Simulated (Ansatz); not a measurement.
## LiGa: do energies and stresses tell the same story?

Method: DFT r2SCAN, scalar-relativistic, plane waves, PAW in Ansatz.

Plane waves to 500 eV, a k mesh through Γ of 12×12×12 on the computed 4-atom cell and Gaussian smearing (0.10 eV); no spin polarisation.

Relaxed cell: Fd-3m, a = 6.169 Å, b = 6.169 Å, c = 6.169 Å, α = 90.00°, β = 90.00°, γ = 90.00°, 4 atoms in the primitive cell. Whether it is the stable form of this composition wasn't checked.

Energies at zero smearing and pressures from the stress tensor, at volumes with shape and atoms relaxed:
```
V (Å³/atom) E − E(first) (meV/atom) P (GPa)
     13.793                     0.00     3.66
     14.233                    -7.25     1.68
     14.673                    -9.49     0.03
     15.113                    -7.56    -1.35
     15.554                    -2.20    -2.50
```

Problem. Check P = −dE/dV between neighbouring volumes, and get the bulk modulus from the pressures alone.

Solution. With 1 eV/Å³ = 160.2 GPa:
```tsv
middle V (Å³/atom)	−ΔE/ΔV (GPa)	mean P (GPa)
14.013	2.638	2.670
14.453	0.815	0.856
14.893	-0.701	-0.659
15.333	-1.950	-1.922
```

The two differ by 0.04 GPa at most. The mean of two end pressures misses the average over a step by about ΔV² P″/12, up to 0.03 GPa here; with that taken off 0.02 GPa remains. Around V = 14.673 Å³/atom, the two neighbours give B = −V ΔP/ΔV = 14.673 × 3.03 / 0.880 = 50.5 GPa, against B0 = 50.2 GPa from the Birch–Murnaghan fit of the energies.

Cost: 6 runs of about 1.7 core-minutes in all, on Intel Xeon Platinum 8488C (Sapphire Rapids) (shared hosts).